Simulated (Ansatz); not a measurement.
**What DFT gives for NaHI$_{2}$**

```yaml
crystal:
  lattice:
    - [1.56173, -4.28731, 0.00000]
    - [0.00000, 2.42809, -3.86321]
    - [5.10398, 4.28731, 0.00000]
  atoms:
    - { symbol: Na, position: [0.00000, 0.00000, 0.00000] }
    - { symbol: H, position: [0.50000, 0.50000, 0.50000] }
    - { symbol: I, position: [0.41000, 0.59000, 0.23000] }
    - { symbol: I, position: [0.59000, 0.41000, 0.77000] }
```

Method: r2SCAN, no spin polarisation; PAW, plane waves to 500 eV, 7×7×7 Γ-centred mesh, fermi-dirac occupations (width 0.1 eV) (Ansatz 0.2.0), atoms fixed.

Q: Which atom feels the largest force, and which way?

A: The largest is on I3 (and as large on other atoms): 3.42 eV/Å, components (-3.15, -1.15, -0.72). It makes 180° with the line to a nearest neighbour, H2 at 1.65 Å, pointing away from it.

Q: What do density and ELF say about some of the short contacts?

A: H–I at 1.65 Å: least valence density 0.95 e/Å³ and ELF 0.78 there, a shared, covalent-like contact. Na–I at 2.99 Å: least valence density 0.09 e/Å³ and ELF 0.03 there, a closed-shell (ionic or weak) contact. These are pseudo-fields; inside the PAW spheres they differ from the all-electron ones.

Q: What does the stress say?

A: The pressure is 11.1 GPa (compression positive), so with the atoms held at these fractions the cell would first expand; the forces are large, so a full relaxation may end otherwise. The principal stresses 3.8, 3.8, 25.5 GPa differ, so its shape would change too.

Q: How is the charge shared?

A: Bader charges in e: Na +0.84, H +0.05, I -0.45. In the mean Na gives up most and I takes most.

Q: What is the band gap?

A: The gap on the k mesh is 3.21 eV; the mesh may miss the band edges, so the true gap of this level can be smaller.

Origin: a known structure type with other elements, at an estimated volume, so it need not be a known compound. Caveats: an odd or shifted mesh can miss the band edges, so this level's true gap may be smaller; no spin-orbit coupling, which can shift this gap by tenths of an eV; atoms or cell far from equilibrium.
